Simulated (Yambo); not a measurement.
GaN (wurtzite, space group P6_3mc, No. 186) under biaxial strain of +1 % along x and y, z relaxed; a = 3.216 Å, b = 3.216 Å, c = 5.161 Å, α = 90.00°, β = 90.00°, γ = 120.00°. With the G0W0 scissor the direct gap on the mesh is 2.81 eV. Axes are Cartesian, with cell vectors (Å) (3.22, 0.00, 0.00), (-1.61, 2.78, 0.00), (0.00, 0.00, 5.16).

Task: Can the lowest exciton of this BSE run be trusted, and with what binding energy? (Yambo, PBE bands; 9×9×6 mesh, 5 valence and 2 conduction bands, static screening with 42 bands and a 4 Ry block, scissor 0.95 eV, Tamm-Dancoff.)

Result: No. The lowest state covers only about 1 of the 486 k points, so the mesh doesn't resolve it: its energy and its distance from the direct gap are mesh artefacts. An extended exciton needs a far denser mesh. The scissor comes from a G0W0 run whose convergence isn't established. Spin-orbit splittings are left out.

The potentials are those of PseudoDojo's stringent table.
